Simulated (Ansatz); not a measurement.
Input file for Ansatz (an electronic-structure program):

Ansatz 0.2 input:
```yaml
crystal:
  lattice:
    - [4.017423137, 0.0, 0.0]
    - [0.0, 4.017423137, 0.0]
    - [0.0, 0.0, 4.017423137]
  atoms:
    - { symbol: Sr, position: [0.0, 0.0, 0.0] }
    - { symbol: Ta, position: [0.5, 0.5, 0.5] }
    - { symbol: O, position: [0.5, 0.5, 0.0] }
    - { symbol: O, position: [0.0, 0.5, 0.5] }
    - { symbol: O, position: [0.5, 0.0, 0.5] }
kpoints:
  mp_grid: { grid: [21, 21, 21] }
hamiltonian:
  xc: pbesol
  pseudopotentials: { kind: paw }
scf:
  occupations: { method: fermi_dirac, width: 0.1 }
elastic: { mode: relaxed_ion, stencil: two_point, amplitude: 0.005, f_tol: 0.0005 }
```

Output (shortened):

```
Pseudopotentials: kind: paw
Pseudopotential: Sr, paw, valence charge 10
Pseudopotential: Ta, paw, valence charge 13
Pseudopotential: O, paw, valence charge 6
Functional definition: PBEsol
Crystal: 5 atoms, lattice volume = 64.840 Å³
Basis set: ecut = 420 eV, 1309 PW (Γ), exchange–correlation on 54×54×54 points (8 copies of the dense FFT grid, shifted against one another)
Bands: 26, of which v1, the nominal top of the filled ones, is band 21 counted from 1 (20 counted from 0)
Symmetry: 48 space group operations
Space group: Pm-3m (ITA 221), of the structure as read, at distance tolerance 4.0e-5 Å
k-points: 286 of 9261
PAW frozen core: Sr, regenerated for the run's functional, and the local potential with it
PAW frozen core: Ta, regenerated for the run's functional, and the local potential with it
PAW frozen core: O, regenerated for the run's functional, and the local potential with it
Initial wavefunctions: pseudopotential atomic-orbital guess
Eigensolver: davidson
Functional: x = pbesol(κ = 0.804, μ = 0.12345679012345678), c = pbesol(β = 0.046)
all-band conjugate gradients solve this SCF's bands
SCF 1 converged in 11 iterations: F = -14988.369345 eV  dr2 = 4.66e-14
density extrapolation: transplant  |δρ|_rms = 4.222e-2 e/Å³  SAD shift = 5.605e-3 e/Å³
Crystal: 5 atoms, lattice volume = 64.516 Å³
Basis set: ecut = 420 eV, 1261 PW (Γ), exchange–correlation on 54×54×54 points (8 copies of the dense FFT grid, shifted against one another)
Symmetry: 16 space group operations
k-points: 726 of 9261
Initial density: handed on by an earlier stage of this run
Initial wavefunctions: those handed on with the density
SCF 2 converged in 12 iterations: F = -14988.367107 eV  dr2 = 3.26e-14
density extrapolation: first-order (α = -2.000)  |δρ|_rms = 4.222e-2 e/Å³  SAD shift = 5.556e-3 e/Å³
Crystal: 5 atoms, lattice volume = 65.164 Å³
SCF 3 converged in 9 iterations: F = -14988.367433 eV  dr2 = 6.11e-14
density extrapolation: transplant  |δρ|_rms = 4.222e-2 e/Å³  SAD shift = 2.884e-3 e/Å³
Crystal: 5 atoms, lattice volume = 64.840 Å³
Basis set: ecut = 420 eV, 1281 PW (Γ), exchange–correlation on 54×54×54 points (8 copies of the dense FFT grid, shifted against one another)
Symmetry: 8 space group operations
k-points: 1331 of 9261
SCF 4 converged in 11 iterations: F = -14988.369080 eV  dr2 = 1.47e-14
density extrapolation: first-order (α = -2.000)  |δρ|_rms = 4.222e-2 e/Å³  SAD shift = 2.884e-3 e/Å³
Crystal: 5 atoms, lattice volume = 64.840 Å³
SCF 5 converged in 10 iterations: F = -14988.369080 eV  dr2 = 3.71e-15
SCF converged after 11 iterations
Free energy (F): -14988.369345 eV
Harris-Foulkes:  -14988.369345 eV  (|F-HF|=1.82e-12)
Internal energy: -14988.332968 eV  (E = F + TS)
E sigma→0 (E₀):  -14988.351156 eV
Entropy (-TS):   -0.036377 eV (-7.275 meV/atom)
Fermi energy:    14.417985 eV
--- Per-component energies (eV) ---
  E_band       = -197.015853
  E_kinetic    = 1139.159494
  E_local      = -2285.422338  (includes V_loc(G=0)·N_el)
  E_nonlocal   = 365.314933
  E_hartree    = 748.454524
  E_xc         = -609.056898
  E_vxc        = -648.288691  (∫ρ·V_xc dr)
  E_paw        = -11374.796930  (= ΣΔE_a)
  E_vpaw       = -264.695647  (= ΣTr[D̂ρ^β])
  E_aug_tail   = 0.007352  (compensation charges beyond the density's cutoff)
  E_ewald      = -2972.446963
  E_core_change = 0.453858  (= ΣΔE_core)
  E_smearing   = -0.036377  (= −TS)
  E_closure    = 0.000000  (closes the sum)
  Σ components = -14988.369345   (vs F -14988.369345, Δ=0.00e0)
--- Forces (eV/Å), atoms counted from 1 ---
  atom   1  Sr     0.00000000     0.00000000     0.00000000
  atom   2  Ta     0.00000000     0.00000000     0.00000000
  atom   3  O      0.00000000     0.00000000     0.00000000
  atom   4  O      0.00000000     0.00000000     0.00000000
  atom   5  O      0.00000000     0.00000000     0.00000000
  max |Σ_I F_I| component: 0.0 eV/Å
--- Stress (GPa, compression-positive) ---
        0.058152       0.000000       0.000000
        0.000000       0.058152       0.000000
        0.000000       0.000000       0.058152
  P = ⅓ Tr σ = 0.0582 GPa (0.582 kbar)
  The stress holds the Pulay correction. Without it, at fixed plane waves, as pw.x and ABINIT print it: P = -0.5196 GPa
  The stress includes an estimate of the error left by incomplete SCF convergence (largest component  0.0000 GPa; it does not cover the PAW one-centre terms).
--- Band table (eV; the first three rows and the last of 286) ---
  k-point 0: bands = ["-55.3213", "-22.4328", "-22.0114", "-22.0114", "-22.0114", "-7.0986", "-6.3096", "-6.3096", "-4.4424", "-4.4424", "-4.4424", "7.8580", "7.8580", "7.8580", "9.0474", "9.0474", "9.0474", "9.7585", "9.7585", "9.7585", "13.0609", "13.0609", …
  k-point 1: bands = ["-55.3213", "-22.4332", "-22.0129", "-22.0113", "-22.0113", "-7.0950", "-6.3089", "-6.3023", "-4.4417", "-4.4417", "-4.4314", "7.8196", "7.8542", "7.8542", "9.0162", "9.0162", "9.0293", "9.6711", "9.7452", "9.7452", "13.0685", "13.1309", …
  k-point 2: bands = ["-55.3213", "-22.4343", "-22.0174", "-22.0110", "-22.0110", "-7.0874", "-6.3069", "-6.2770", "-4.4398", "-4.4398", "-4.3999", "7.7009", "7.8419", "7.8419", "8.9257", "8.9257", "8.9764", "9.4348", "9.7116", "9.7116", "13.0909", "13.3293", …
  k-point 285: bands = ["-55.3201", "-22.3903", "-22.1057", "-22.1057", "-22.1057", "-5.4732", "-5.4553", "-5.4553", "-4.6534", "-4.6534", "-4.6387", "5.0864", "5.5723", "5.5723", "6.3260", "6.3382", "6.3382", "10.1258", "10.1258", "10.1350", "16.7635", …
  band table: 26 of 26 bands, residual norms ≤ 1.0e-3 eV
--- Elastic constants: 2 strain directions × 2 members + reference (group order 48) ---
  dense FFT box of the reference and of every strained cell: 27×27×27
  strains applied: 11, 23; error gains: componentwise 1.00 (the most a stress slope's error grows in a printed constant), spectral 1.73 (1 for all six strains …
  C = ∂σ_k/∂η_j (tension-positive GPa; Voigt order 11 22 33 23 13 12):
       409.401     92.698     92.698      0.000      0.000      0.000
        92.698    409.401     92.698      0.000      0.000      0.000
        92.698     92.698    409.401      0.000      0.000      0.000
         0.000      0.000      0.000     52.119      0.000      0.000
         0.000      0.000      0.000      0.000     52.119      0.000
         0.000      0.000      0.000      0.000      0.000     52.119
  reference stress σ⁰ (GPa):     -0.058     -0.058     -0.058      0.000      0.000      0.000
  moduli (Voigt/Reuss/Hill, GPa): K = 198.27/198.27/198.27   G = 94.61/71.23/82.92   E = 218.33   ν = 0.316
  mechanically stable: yes (min eigenvalue of sym C = 52.12 GPa)
  strain η (Voigt 11):  stress-route row diagonal C_11 = 409.40 GPa, energy-path curvature d²(F+E_count+ΔE)/dδ²/Ω₀ = 409.30 GPa
         δ    σ_11 (GPa)             F (eV)   n_scf  n_hpsi   n_pw
    -5.000e-3      -2.1622      -14988.3671065      12  488926   1286   relax 0 steps, max|allowed force component| 0.0 eV/Å
     5.000e-3       1.9318      -14988.3674333       9  403655   1311   relax 0 steps, max|allowed force component| 0.0 eV/Å
  strain η (Voigt 23):  stress-route row diagonal C_44 = 52.12 GPa, energy-path curvature d²(F+E_count+ΔE)/dδ²/Ω₀ = 52.11 GPa
         δ    σ_23 (GPa)             F (eV)   n_scf  n_hpsi   n_pw
    -5.000e-3      -0.2606      -14988.3690795      11  829140   1303   relax 0 steps, max|allowed force component| 0.0 eV/Å
     5.000e-3       0.2606      -14988.3690795      10  769174   1303   relax 0 steps, max|allowed force component| 0.0 eV/Å
```

Cost: very roughly 7 core-minutes on shared cores.

The first step of the workflow began from a Materials Project structure, measured or hypothetical; the Crystallography Open Database copy checked does not list it. Its standing as an ambient phase is unchecked. The PBEsol relaxation kept the symmetry of its start; its stability against distortions is not shown here. The run is not spin-polarised. As this level gives no gap, shear constants depend on the k-mesh and smearing (Fermi–Dirac, 0.1 eV here). Scalar-relativistic: spin–orbit coupling is off unless named, which matters more the heavier the elements.

Potentials: the later of the program's two PAW sets.

Ansatz is a plane-wave DFT program.
